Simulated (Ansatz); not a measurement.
Rb (bcc, W type)

```yaml
crystal:
  lattice:
    - [-2.83551, 2.83551, 2.83551]
    - [2.83551, -2.83551, 2.83551]
    - [2.83551, 2.83551, -2.83551]
  atoms:
    - { symbol: Rb, position: [0.00000, 0.00000, 0.00000] }
```

E(V) scan at fixed shape, V₀ the volume above. Symmetry pins the atoms to their sites.

Computed with PBE (plane waves to 420 eV, PAW, scalar-relativistic; Ansatz, a first-principles code). k mesh 12×12×12 (Γ-centred), Fermi-Dirac smearing 0.05 eV. Energies are smeared free energies. Stress and pressure are positive under compression. Rb was relaxed with its symmetry unable to fall. The zero of ΔE is the relaxed starting cell. The last digit holds for this mesh only.

| V (Å³/atom) | ΔE (meV/atom) |
|---|---|
| 82.072 | 9.4 |
| 83.896 | 5.8 |
| 85.720 | 3.1 |
| 87.543 | 1.4 |
| 89.367 | 0.3 |
| 91.191 | 0.0 |
| 93.015 | 0.3 |
| 94.839 | 1.2 |
| 96.662 | 2.6 |
| 98.486 | 4.5 |
| 100.310 | withheld |

**Question.** Fit a third-order Birch-Murnaghan form (E₀, V₀, B₀, B₀′ free) to the given rows and predict ΔE at V = 100.310.

**Answer.** Least squares on the 10 given rows: ΔE = E₀ + (9V₀B₀/16)·y²·[2 + (B₀′ − 4)y], y = (V₀/V)^(2/3) − 1, with V₀ = 91.178 Å³/atom, B₀ = 2.792 GPa (160.2 GPa = 1 eV/Å³; the term in eV is multiplied by 1000), B₀′ = 3.88, E₀ = 0.00 meV/atom; root-mean-square residual 0.02 meV/atom. At 100.310 the fit gives 6.8 meV/atom; the calculation gives 6.8 meV/atom, the same to the digits shown. For the pressure the fit gives -0.2 GPa against the computed -0.2 GPa.

(Under strain, the slope of the energy per volume gives the stress and its curvature an elastic modulus.)
